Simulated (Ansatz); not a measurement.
The relaxed structure here is a generated cell of SnO: the first start was made by placing the elements on the sites of a structure type, and the end was not matched to a known phase here, so it may be hypothetical. Known forms of SnO include space group No. 129.

A relaxed cell of SnO (Cmmm (No. 65)), relaxed on a k-mesh at least as fine as the one used below. Computed with PBE (plane waves to 420 eV, PAW, scalar-relativistic; Ansatz, a first-principles code). Γ-centred k-mesh 4×7×11 on the run's cell (coarser than for final values), Fermi–Dirac smearing 0.05 eV.

```
SnO
1.0
    6.45764    -7.30450     0.00000
    3.22882     3.65225     0.00000
    0.00000     0.00000     2.97665
Sn O
4 4
Direct
  0.13882   0.27765   0.00000
  0.63882   0.27765   0.00000
  0.36118   0.72235   0.00000
  0.86118   0.72235   0.00000
  0.16469   0.67062   0.50000
  0.66469   0.67062   0.50000
  0.33531   0.32938   0.50000
  0.83531   0.32938   0.50000
```

The atoms are displaced along an unstable phonon of this cell by (Å):

```
atom     ux     uy      uz
----  -----  -----  ------
Sn1   0.000  0.000   0.006
Sn2   0.000  0.000  -0.006
Sn3   0.000  0.000  -0.006
Sn4   0.000  0.000   0.006
O5    0.000  0.000  -0.150
O6    0.000  0.000   0.150
O7    0.000  0.000   0.150
O8    0.000  0.000  -0.150
```

Question: What forces (eV/Å) and pressure result?

Answer: 
| atom | Fx | Fy | Fz |
|---|---|---|---|
| Sn1 | -0.09 | 0.00 | 0.06 |
| Sn2 | -0.09 | 0.00 | -0.06 |
| Sn3 | 0.09 | 0.00 | -0.06 |
| Sn4 | 0.09 | 0.00 | 0.06 |
| O5 | 0.02 | -0.06 | -0.21 |
| O6 | 0.02 | -0.06 | 0.21 |
| O7 | -0.02 | 0.06 | 0.21 |
| O8 | -0.02 | 0.06 | -0.21 |

Pressure +0.5 GPa.

The undisplaced cell is probably no minimum: from this displacement the run went on to Cmcm (No. 63), 0.62 eV/atom below it.

No spin polarisation in the result.
